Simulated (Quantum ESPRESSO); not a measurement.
Field gradients of CsSnBr3 from a PBE PAW density (pw.x of a modified build of Quantum ESPRESSO, JTH datasets) with the all-electron reconstruction of Petrilli and co-workers, 20 Ha, k-mesh 4×4×4 through Γ:

```
CELL_PARAMETERS angstrom
      5.83901     0.00000     0.00000
      0.00000     5.83901     0.00000
      0.00000     0.00000     5.83901
ATOMIC_POSITIONS crystal
  Cs 0.00000 0.00000 0.00000
  Sn 0.50000 0.50000 0.50000
  Br 0.50000 0.00000 0.50000
  Br 0.00000 0.50000 0.50000
  Br 0.50000 0.50000 0.00000
```
Geometry: a computed entry of the Materials Project; it was not checked against measured cells. It is CsSnBr3 in Pm-3m; whether this form has been observed was not checked. Stability against distortions was not tested.

Vzz is the sum of three terms, each taken along its main axis: the smooth valence density, the ions (nucleus and frozen core) with the augmentation charges of all other spheres, and the all-electron minus smooth density in the atom's own sphere. The split hangs on the datasets.  Cores are frozen. Against all-electron runs on small test molecules, this scheme's |Vzz| missed by −5 % on Br.

```tsv
site	smooth valence density	ions and other spheres	own sphere	Vzz (a.u.)
Br (atoms 3, 4, 5)	-0.112	0.173	…	…
```

Fill in the missing entries.


- Br (atoms 3, 4, 5), own sphere: 2.198
- Br (atoms 3, 4, 5), Vzz (a.u.): 2.259
